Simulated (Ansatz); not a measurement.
MgO:
```
MgO
1.0
    3.29028     0.00000     0.00000
   -1.64514     2.84947     0.00000
    0.00000     0.00000     5.03784
Mg O
2 2
Direct
  0.33333   0.66667   0.00494
  0.66667   0.33333   0.50494
  0.33333   0.66667   0.39966
  0.66667   0.33333   0.89966
```

This is the r²SCAN-relaxed structure. x, y and z are the axes in which the lattice vectors are written.

### Question
All from DFT-r²SCAN in the program Ansatz with PAW potentials, unless another level is named. Estimate the Poisson's ratio.

### Answer
0.33.

### Question
Next, the piezoelectric stress constants (proper, relaxed ions, C/m²)?

### Answer
e15 = e24 = -0.37, e31 = e32 = -0.71, e33 = 1.93.

### Question
Next, the elastic constants (relaxed ions, GPa)?

### Answer
C11 = 203, C12 = 104, C13 = 98.7, C33 = 123, C44 = 64.7.

Space group P6_3mc (wurtzite). The first step of the workflow began from a Materials Project structure, measured or hypothetical; the Crystallography Open Database copy checked does not list it. It is not the phase usual at ambient conditions (space group No. 225). The r²SCAN relaxation kept the symmetry of its start; its stability against distortions is not shown here. Signs of piezoelectric constants follow the polarity of the cell as given.

Potentials: the earlier of the program's two PAW sets.
